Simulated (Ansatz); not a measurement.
Mo (bcc (W type), space group No. 229) at seven volumes, plane-wave PAW r²SCAN (Ansatz code), scaled uniformly. One row is withheld.

```
V (Å³/atom)  P (GPa)
-----------  -------
14.231         31.24
14.700         19.08
15.169          8.78
15.639          0.00
16.108         -7.53
16.577             ?
17.046        -19.56
```

**Question.** Fit the shown pressures and predict the withheld one.

**Answer.** P = (3/2)B₀(x^(7/2) − x^(5/2))[1 + (3/4)(B′ − 4)(x − 1)] with x = (V₀/V)^(2/3). Least squares on the six rows gives V₀ = 15.638 Å³/atom, B₀ = 272 GPa, B′ = 4.21. At V = 16.577, x = 0.9619 and P = -14.03 GPa. The run itself gave -14.01 GPa.

Space group Im-3m (bcc (W type)). Symmetry was held in the r²SCAN relaxation. No spin polarisation was allowed.

Potentials: the earlier of the program's two PAW sets.
